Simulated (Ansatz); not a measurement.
LiH:
```yaml
crystal:
  lattice:
    - [0.00000, 2.00233, 2.00233]
    - [2.00233, 0.00000, 2.00233]
    - [2.00233, 2.00233, 0.00000]
  atoms:
    - { symbol: Li, position: [0.00000, 0.00000, 0.00000] }
    - { symbol: H, position: [0.50000, 0.50000, 0.50000] }
```

Tensor components refer to the Cartesian frame of this cell.

**Question.** Give the high-frequency dielectric tensor and the Born effective charge tensors of the independent atoms from DFPT, the program Ansatz at the r²SCAN level (PAW).

**Answer.** 
ε∞:
```
3.89  0.00  0.00
0.00  3.89  0.00
0.00  0.00  3.89
```
Z* of atom 1 (Li), rows: field, columns: displacement, in e:
```
1.00  0.00  0.00
0.00  1.00  0.00
0.00  0.00  1.00
```
Z* of atom 2 (H), rows: field, columns: displacement, in e:
```
-1.00   0.00   0.00
 0.00  -1.00   0.00
 0.00   0.00  -1.00
```

Static charges for comparison (Bader): Li1 +0.87, H2 -0.87 e. Born charges measure polarisation by displacement and can exceed these by far.

Space group Fm-3m (rock salt). The cell was relaxed with r²SCAN under the symmetry of its start; phonons on a q-mesh show no instability.

Potentials: the later of the program's two PAW sets.
